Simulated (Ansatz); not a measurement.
CsGeI3:
```
CELL_PARAMETERS angstrom
      4.12286     2.38033     3.39422
     -4.12286     2.38033     3.39422
      0.00000    -4.76067     3.39422
ATOMIC_POSITIONS crystal
  Cs 0.59481 0.59481 0.59481
  Ge 0.11207 0.11207 0.11207
  I  0.09336 0.09336 0.59440
  I  0.09336 0.59440 0.09336
  I  0.59440 0.09336 0.09336
```

PBEsol in the plane-wave PAW code Ansatz gives a gap of 0.40 eV without spin–orbit coupling, maximum at T, minimum on the H0–L line, 2 % of the way from H0.

**Question.** What happens when spin–orbit coupling is switched on?

**Answer.** The gap decreases by 0.20 eV, to 0.20 eV; maximum at T, minimum on the H0–L line, 1 % of the way from H0.

Space group R3m. The first step of the workflow began from a Materials Project structure, measured or hypothetical; the Crystallography Open Database files this formula in space group No. 160, but the cells were not matched. Whether it is the stable phase at ambient conditions was not checked. The PBEsol relaxation kept the symmetry of its start; whether a distortion lowers the energy is not shown.

Potentials: the later of the program's two PAW sets.
